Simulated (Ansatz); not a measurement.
MgWSe$_{4}$: reading a single point

```xyz
12
Lattice="5.9057 3.7151 0.0000 5.9057 -3.7151 0.0000 0.2363 0.0000 -5.9094" Properties=species:S:1:pos:R:3 pbc="T T T"
Mg    3.1807    0.0000   -3.0386
Mg    8.8670    0.0000   -2.8708
W     5.9057    2.0180    0.0000
W     5.9057   -2.0180    0.0000
Se    7.8472   -1.8954   -4.1295
Se    4.2004   -1.8954   -1.7799
Se    4.2004    1.8954   -1.7799
Se    7.8472    1.8954   -4.1295
Se    1.3999    0.0000   -1.3054
Se   10.6478    0.0000   -4.6040
Se    4.9414    0.0000   -4.7423
Se    7.1063    0.0000   -1.1671
```

Level: PBEsol, no spin polarisation; 420 eV; 5×5×5 Γ-centred mesh; fermi-dirac occupations (width 0.1 eV); Ansatz 0.2.0, fixed geometry.

Task: Which atom feels the largest force, and which way?

Result: The largest is on Se9 (and as large on other atoms): 2.05 eV/Å, components (-1.51, 0.00, 1.38). It makes 178° with the line to a nearest neighbour, Mg1 at 2.49 Å, pointing away from it.

Task: Metal or insulator?

Result: It is a metal, with about 7 states/eV a cell as the mean within 0.25 eV of the Fermi level, mostly Se p (72 %) and W d (25 %).

Task: What does the stress say?

Result: The pressure is 2.1 GPa (compression positive), so with the atoms held at these fractions the cell would first expand; the forces are large, so a full relaxation may end otherwise. The principal stresses -1.1, 3.5, 3.8 GPa differ, so its shape would change too.

Task: What do density and ELF say about some of the short contacts?

Result: Mg–Se at 2.45 Å: least valence density 0.24 e/Å³ and ELF 0.09 there. W–Se at 2.47 Å: least valence density 0.60 e/Å³ and ELF 0.39 there. These are pseudo-fields; inside the PAW spheres they differ from the all-electron ones.

Origin: a known structure type with other elements, at an estimated volume, so it need not be a known compound. Caveats: many states at the Fermi level without spin polarisation, so a magnetic state may lie lower; atoms or cell far from equilibrium.
